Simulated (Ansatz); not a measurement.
Starting structure of a cell relaxation (symmetry kept):

```
Ge
1.0
     3.99759    0.00000    0.00000
    -1.99879    3.46201    0.00000
     0.00000    0.00000    6.59938
Ge
4
Direct
  0.66667 0.33333 0.06290
  0.33333 0.66667 0.56290
  0.66667 0.33333 0.43710
  0.33333 0.66667 0.93710
```

Level of theory: Ansatz 0.2.0, DFT r2SCAN, scalar-relativistic, plane waves, PAW.

Plane waves to 500 eV, a k mesh through Γ of 12×12×6 on the computed 4-atom cell and Gaussian smearing (0.01 eV); no spin polarisation.

Q: What does it relax to?

A: The volume drops by 0.01 Å³/atom to 22.82 Å³/atom, and the energy changes by under 0.1 meV/atom. Final structure:
```cif
data_structure
_symmetry_space_group_name_H-M 'P6_3/mmc'
_symmetry_Int_Tables_number 194
_cell_length_a 3.9956
_cell_length_b 3.9956
_cell_length_c 6.6027
_cell_angle_alpha 90.000
_cell_angle_beta 90.000
_cell_angle_gamma 120.000
_cell_volume 91.29
loop_
_atom_site_label
_atom_site_type_symbol
_atom_site_symmetry_multiplicity
_atom_site_Wyckoff_symbol
_atom_site_fract_x
_atom_site_fract_y
_atom_site_fract_z
_atom_site_occupancy
Ge1 Ge 4 f 0.66667 0.33333 0.06298 1
```

This form isn't the element's structure at ambient conditions.